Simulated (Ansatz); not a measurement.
# Zr: frozen-core PAW against all-electron methods

```
Zr
1.0
     3.16602    0.00000    0.00000
    -1.58301    2.74185    0.00000
     0.00000    0.00000    5.04193
Zr
2
Direct
  0.33333 0.66667 0.25000
  0.66667 0.33333 0.75000
```

Atoms are numbered in the order listed.

The geometry is COD entry 9008523, unchecked; take it as a test cell. The listed cell was then made from it by scaling, straining or moving an atom.

Methods: DFT, LDA, PAW with Ansatz's default frozen-core files, scalar-relativistic (Ansatz 0.2.0); DFT, LDA, all-electron PAW with datasets made for the crystal, scalar-relativistic (Ansatz 0.2.0); DFT, LDA, all-electron LAPW, scalar-relativistic (Ansatz 0.2.0).

For PAW: a Γ-centred 13×13×7 k mesh, Fermi–Dirac smearing of 0.03 eV, cutoff 420 eV, no spin polarisation; the PAW files were made with PBE, and the program remakes their frozen cores for this functional. The crystal-made all-electron datasets (AE datasets) take a cutoff of 240 eV at this cell. LAPW targets a basis error of 0.25 meV/atom. The Ansatz runs share mesh, smearing and spin set-up. Plane-wave (PAW) pressures include the program's estimate of the Pulay term.

Stress and pressure are positive in compression.

The change that made this cell: volume scaled by 0.94.

No spin–orbit coupling: at heavy atoms the gradients can be off by tens of per cent for that reason.

In a metal, gradients converge slowly with the k mesh: the values move by tens of per cent from one mesh to another, at times in sign, so only the comparison on one mesh counts.

```
                             quantity    PAW  AE datasets   LAPW
                       pressure (GPa)  -0.38        -0.35  -0.35
                      stress xx (GPa)  -0.77        -0.74  -0.74
                      stress zz (GPa)   0.40         0.43   0.43
field gradient Vzz at Zr1 (10²¹ V/m²)   4.99         5.02      –
```

PAW's pressure differs from the LAPW value by -0.03 GPa.
